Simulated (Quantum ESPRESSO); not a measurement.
# Kohn-Sham bands of TiO2 (Pbcn)

```
TiO2
1.0
    4.54535     0.00000     0.00000
    0.00000     5.51962     0.00000
    0.00000     0.00000     4.90920
Ti O
4 8
Direct
  0.50000   0.67299   0.75000
  0.50000   0.32701   0.25000
  0.00000   0.82701   0.25000
  0.00000   0.17299   0.75000
  0.72855   0.61828   0.08135
  0.27145   0.38172   0.91865
  0.77145   0.88172   0.58135
  0.22855   0.11828   0.41865
  0.22855   0.88172   0.91865
  0.77145   0.11828   0.08135
  0.27145   0.61828   0.41865
  0.72855   0.38172   0.58135
```

Materials Project entry mp-1439; symmetrised, unrelaxed at this level. Not found in the COD (Crystallography Open Database) copy used, which has the formula in other groups; not checked further. Level: PBEsol, no spin polarisation, no spin-orbit coupling; pw.x of Quantum ESPRESSO at 68 Ry with PseudoDojo potentials, 4×4×4 k-points, Wannier90. Density: 8×6×6 mesh, cold smearing 0.01 Ry.

Question: List the Kohn-Sham levels between −8 and 5.6 eV relative to the valence-band maximum at the high-symmetry points, as a band run of pw.x on that density gives them (levels within 2 meV counted together).

Answer: 
```tsv
point	k (reciprocal lattice)	levels (eV)
Γ	0.000 0.000 0.000	-5.09, -4.95, -4.46, -4.44, -4.03, -3.98, -3.78, -3.42, -3.19, -3.15, -2.56, -2.52, -2.35, -2.26, -2.21, -1.84, -1.64, -1.53, -0.91, -0.55, -0.54, -0.43, -0.03, 0.00, 2.68, 2.68, 2.82, 2.83, 2.85, 3.30, 3.61, 3.62, 3.86, 4.09, 4.45, 4.73, 5.38
X	0.500 0.000 0.000	-4.57 (×2), -4.29 (×2), -4.08 (×2), -3.86 (×2), -3.45 (×2), -2.61 (×2), -1.98 (×2), -1.84 (×2), -1.56 (×2), -1.30 (×2), -0.50 (×2), -0.26 (×2), 3.10 (×2), 3.25 (×2), 3.58 (×2), 3.71 (×2), 3.78 (×2), 3.83 (×2)
S	0.500 0.500 0.000	-4.72 (×2), -4.52 (×2), -3.89 (×2), -3.22 (×2), -3.03 (×2), -2.59 (×2), -2.50 (×2), -2.32 (×2), -1.64 (×2), -1.05 (×2), -0.56 (×2), -0.37 (×2), 2.97 (×2), 2.98 (×2), 3.23 (×2), 3.75 (×2), 4.13 (×2), 4.20 (×2), 5.28 (×2)
Y	0.000 0.500 0.000	-4.59 (×2), -4.26 (×2), -3.89 (×2), -3.68 (×2), -3.25 (×2), -2.88 (×2), -2.15 (×2), -1.68 (×2), -1.55 (×2), -1.34 (×2), -1.22 (×2), -0.15 (×2), 2.79 (×2), 3.23 (×2), 3.31 (×2), 3.71 (×2), 3.81 (×2), 4.54 (×2)
Z	0.000 0.000 0.500	-4.94 (×2), -4.27 (×2), -3.99 (×2), -3.54 (×2), -3.19 (×2), -2.62 (×2), -2.46 (×2), -2.05 (×2), -1.47 (×2), -1.06 (×2), -0.46 (×2), -0.31 (×2), 2.61 (×2), 3.05 (×2), 3.52 (×2), 3.74 (×2), 3.99 (×2), 4.52 (×2), 5.22 (×2)
U	0.500 0.000 0.500	-4.38 (×4), -4.10 (×4), -2.91 (×4), -1.96 (×4), -1.30 (×4), -0.50 (×4), 2.99 (×4), 3.54 (×4), 4.13 (×4)
R	0.500 0.500 0.500	-4.54 (×4), -3.93 (×4), -2.79 (×4), -1.81 (×4), -1.31 (×4), -0.82 (×4), 3.00 (×4), 3.49 (×4), 3.93 (×4)
T	0.000 0.500 0.500	-4.24 (×4), -3.71 (×4), -2.96 (×4), -2.38 (×4), -1.72 (×4), -0.46 (×4), 2.91 (×4), 3.72 (×4), 4.39 (×4)
```
